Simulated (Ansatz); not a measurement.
# From the elastic tensor of ScW to moduli and sound speeds

Level of theory: DFT PBE, scalar-relativistic, plane waves, PAW (Ansatz). Plane waves to 420 eV; Γ-centred k mesh 10×10×2; Gaussian smearing of 0.10 eV. Collinear spin, site moments 0.0, 0.0, 0.2, 0.2, 0.0, 0.0, 0.0, 0.0 μB.

Space group P4/nmm (No. 129), tetragonal, a = 3.208 Å, c = 15.550 Å. Sc on its first site is surrounded by 4 W at 2.89 Å, 4 Sc at 3.21 Å, 1 W at 3.28 Å and 4 Sc at 3.42 Å; around Sc on its second site lie 8 Sc at 3.18–3.21 Å and 4 Sc at 3.42 Å; W on its first site has 8 W at 2.71–2.81 Å, 5 W at 3.14–3.21 Å and 1 Sc at 3.28 Å; W on its second site has 4 W at 2.71 Å, 4 Sc at 2.89 Å and 5 W at 3.14–3.21 Å.

The cell was found from a proposed guess, not taken from experiment. In a metal, frequencies and elastic constants depend on the k mesh and the smearing, soft modes and shear constants most. Spin–orbit coupling is left out, which matters for heavy elements.

Relaxed-ion constants (GPa, on the Cartesian axes of the calculation):
C11 = 215.8, C12 = 76.5, C13 = 58.1, C22 = 215.8, C23 = 58.1, C33 = 110.6, C44 = 47.8, C55 = 47.8, C66 = 54.0 GPa; the others vanish.

Density 9.495 g/cm³; 8 atoms in 160.05 Å³.

```
Bulk modulus, Voigt / Reuss / Hill          : 103.1 / 91.0 / 97.0 GPa
Shear modulus, Voigt / Reuss / Hill         : 53.2 / 50.5 / 51.9 GPa
Young's modulus                             : 132 GPa
Poisson ratio                               : 0.273
Pugh ratio B/G                              : 1.87 (over 1.75, the rule of thumb for ductile)
Universal anisotropy index                  : 0.40
Longitudinal and transverse sound speeds    : 4184 and 2337 m/s
Debye temperature from the mean sound speed : 285 K
```
